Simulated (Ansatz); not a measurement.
Relaxed-ion elastic tensor of BaF₂ (fluorite, Fm-3m) in GPa (Voigt order), PBEsol in the plane-wave PAW code Ansatz; density 5.04 g/cm³, 19.27 Å³ per atom.

|  | 1 | 2 | 3 | 4 | 5 | 6 |
|---|---|---|---|---|---|---|
| 1 | 95.8 | 44.6 | 44.6 | 0.0 | 0.0 | 0.0 |
| 2 | 44.6 | 95.8 | 44.6 | 0.0 | 0.0 | 0.0 |
| 3 | 44.6 | 44.6 | 95.8 | 0.0 | 0.0 | 0.0 |
| 4 | 0.0 | 0.0 | 0.0 | 26.0 | 0.0 | 0.0 |
| 5 | 0.0 | 0.0 | 0.0 | 0.0 | 26.0 | 0.0 |
| 6 | 0.0 | 0.0 | 0.0 | 0.0 | 0.0 | 26.0 |

Problem. Is the crystal mechanically stable?

Solution. Yes: the smallest eigenvalue of C is 26.0 GPa.

Problem. Work out the Voigt, Reuss and Hill averages.

Solution. K_V = 61.7, K_R = 61.7, K_H = 61.7; G_V = 25.8, G_R = 25.8, G_H = 25.8 GPa.

Problem. Give Young's modulus, Poisson's ratio, Pugh's ratio and the universal anisotropy index.

Solution. E = 9KG/(3K + G) = 68.0 GPa; ν = 0.32; K/G = 2.39 (ductile by the Pugh limit of 1.75); A_U = 5G_V/G_R + K_V/K_R − 6 = 0.00.

Problem. Estimate the sound speeds and the Debye temperature.

Solution. v_l = √((K + 4G/3)/ρ) = 4370 m/s, v_t = √(G/ρ) = 2270 m/s, mean 2540 m/s; Θ = (h/k)(3n/4πV)^(1/3) v_m = 282 K.

Problem. Give the Zener ratio and Young's modulus along [100], [110] and [111].

Solution. A = 2C44/(C11 − C12) = 1.02; 1/E = S11 − 2(S11 − S12 − S44/2)Γ with Γ = 0, 1/4, 1/3 gives 67.4, 68.2, 68.4 GPa.

Problem. Solve the Christoffel equation for the three sound speeds along [100], [110], [111].

Solution. Eigenvalues of C_ijkl n_j n_l equal ρv². In km/s, slowest first: [100] 2.27, 2.27, 4.36; [110] 2.25, 2.27, 4.37; [111] 2.26, 2.26, 4.37.

The cell was relaxed with PBEsol under the symmetry of its start; of distortions, only those at the zone centre were tested. Spin–orbit coupling is left out wherever it is not named.

Potentials: the later of the program's two PAW sets.
